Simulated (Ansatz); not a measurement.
Sb2Se3:
```
CELL_PARAMETERS angstrom
     12.09556     0.00000     0.00000
      0.00000     3.98925     0.00000
      0.00000     0.00000    11.63792
ATOMIC_POSITIONS crystal
  Sb 0.03217 0.25000 0.32894
  Sb 0.96783 0.75000 0.67106
  Sb 0.46783 0.75000 0.82894
  Sb 0.53217 0.25000 0.17106
  Sb 0.14353 0.75000 0.03794
  Sb 0.85647 0.25000 0.96206
  Sb 0.35647 0.25000 0.53794
  Sb 0.64353 0.75000 0.46206
  Se 0.05248 0.25000 0.87180
  Se 0.94752 0.75000 0.12820
  Se 0.44752 0.75000 0.37180
  Se 0.55248 0.25000 0.62820
  Se 0.12782 0.75000 0.44588
  Se 0.87218 0.25000 0.55412
  Se 0.37218 0.25000 0.94588
  Se 0.62782 0.75000 0.05412
  Se 0.20930 0.25000 0.19293
  Se 0.79070 0.75000 0.80707
  Se 0.29070 0.75000 0.69293
  Se 0.70930 0.25000 0.30707
```

Relaxed with r²SCAN+D4. Special points in fractions of this cell's reciprocal vectors: Γ (0.000, 0.000, 0.000); X (0.500, 0.000, 0.000); S (0.500, 0.500, 0.000); Y (0.000, 0.500, 0.000); Z (0.000, 0.000, 0.500); U (0.500, 0.000, 0.500); R (0.500, 0.500, 0.500); T (0.000, 0.500, 0.500).

Q: List the band energies nearest the valence-band maximum at these points for the program Ansatz at the r²SCAN+D4 level (PAW).

A: In eV from the valence-band maximum; about four levels below and three above (degenerate sets whole), none deeper than 8.9 eV; points with the same levels are listed once.

```
k                    below                above
-  -----------------------  -------------------
Γ  -0.33 -0.17 -0.13 -0.08       1.39 1.41 1.50
X  -0.22 -0.22 -0.02 -0.02  1.33 1.33 1.62 1.62
S  -0.50 -0.50 -0.50 -0.50  2.13 2.13 2.13 2.13
Y  -0.68 -0.68 -0.35 -0.35  1.97 1.97 2.14 2.14
Z  -0.33 -0.33 -0.16 -0.16  1.16 1.16 1.96 1.96
U  -0.44 -0.44 -0.33 -0.33  1.17 1.17 2.00 2.00
R  -0.88 -0.88 -0.88 -0.88  1.95 1.95 1.95 1.95
T  -0.84 -0.84 -0.66 -0.66  1.73 1.73 2.01 2.01
```

Space group Pnma. The cell was relaxed with r²SCAN+D4 under the symmetry of its start. Scalar-relativistic: spin–orbit coupling is off unless named, which matters more the heavier the elements.

Potentials: the later of the program's two PAW sets.
